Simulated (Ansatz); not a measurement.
# What moves the field gradients of PtS2?

Cell of run 1: a structure deposited in the COD (the entry's cell lengths or inner coordinates differ somewhat from later room-temperature determinations).

```yaml
crystal:
  lattice:
    - [3.54320, 0.00000, 0.00000]
    - [-1.77160, 3.06850, 0.00000]
    - [0.00000, 0.00000, 5.03880]
  atoms:
    - { symbol: Pt, position: [0.00000, 0.00000, 0.00000] }
    - { symbol: S, position: [0.33333, 0.66667, 0.25000] }
    - { symbol: S, position: [0.66667, 0.33333, 0.75000] }
```

Atom numbers follow the list; atoms alike are taken as one site, whose name carries the number of the first.

Relaxed positions (PBE, cell held):

```
CELL_PARAMETERS angstrom
3.54320 0.00000 0.00000
-1.77160 3.06850 0.00000
0.00000 0.00000 5.03880
ATOMIC_POSITIONS crystal
Pt 0.00000 0.00000 0.00000
S 0.33333 0.66667 0.24490
S 0.66667 0.33333 0.75510
```

All runs are DFT with Ansatz 0.2.0 (plane waves and PAW, scalar-relativistic unless spin–orbit coupling is named, Γ-centred meshes, Fermi–Dirac smearing where given) in this cell.

Run 1: PBE, atoms as given; 420 eV, 9×9×6 k-points, smearing 0.02 eV.
Run 2: PBE, atoms relaxed; 420 eV, 9×9×6 k-points, smearing 0.02 eV.
Run 3: r2SCAN, at the relaxed atoms; 500 eV, 9×9×6 k-points, smearing 0.02 eV.
Run 4: PBE with spin–orbit coupling, at the relaxed atoms; 420 eV, 9×9×6 k-points, smearing 0.02 eV.

| run | Pt V_zz (η) | S V_zz (η) |
| --- | --- | --- |
| 1 | 9.00 (0.00) | -4.41 (0.00) |
| 2 | ? | ? |
| 3 | 9.14 (0.00) | -5.57 (0.00) |
| 4 | 8.84 (0.00) | -5.33 (0.00) |

V_zz in 10²¹ V/m².

Task: Estimate the row of run 2.

Result: Pt: 9.08 (0.00); S: -5.05 (0.00). It lies nearest to run 4, from whose tensors on these sites it differs by 0.27 at most (largest principal value of the difference, on S). Taken one at a time, the positions of the atoms (as given or relaxed) move the tensors on these sites by up to 0.64 (largest principal value of the change, on S), the functional (r2SCAN with its higher cutoff) by 0.51 (S), spin–orbit coupling by 0.27 (S).

With these PAW files V_zz is typically within 2 to 3 % of all-electron values, but misses above 10 % occur on Pt. In run 1 the atoms aren't at the calculated equilibrium (largest force 0.33 eV/Å).
